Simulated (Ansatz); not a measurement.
With DFT-PBE in the program Ansatz with PAW potentials, BAs in the tetragonal phase (P4_2/mnm; B on 4g, As on 4f) relaxes to a = 5.889 Å, c = 3.390 Å. Its formation energy from the elements is 0.092 eV/atom, with no fitted shifts.

It is gapped at this level: 0.80 eV (indirect). The valence maximum lies at Γ and the conduction minimum on the Γ–Z line, 58 % of the way from Γ (2 equivalent valleys). Gap from PBE with spin–orbit coupling: 0.74 eV. The electron mass is 0.35, 0.35, 0.46 mₑ (principal values).

The bulk modulus is 1200 kbar.

The start of the workflow was typed in or built on a structure type; neither database checked (COD, Materials Project) lists it. It is not the phase usual at ambient conditions (space group No. 216). The PBE relaxation kept the symmetry of its start; its stability against distortions is not shown here. The references are the lowest solids computed at this level, not always the standard phases. Scalar-relativistic: spin–orbit coupling is off unless named, which matters more the heavier the elements.

Potentials: the later of the program's two PAW sets.
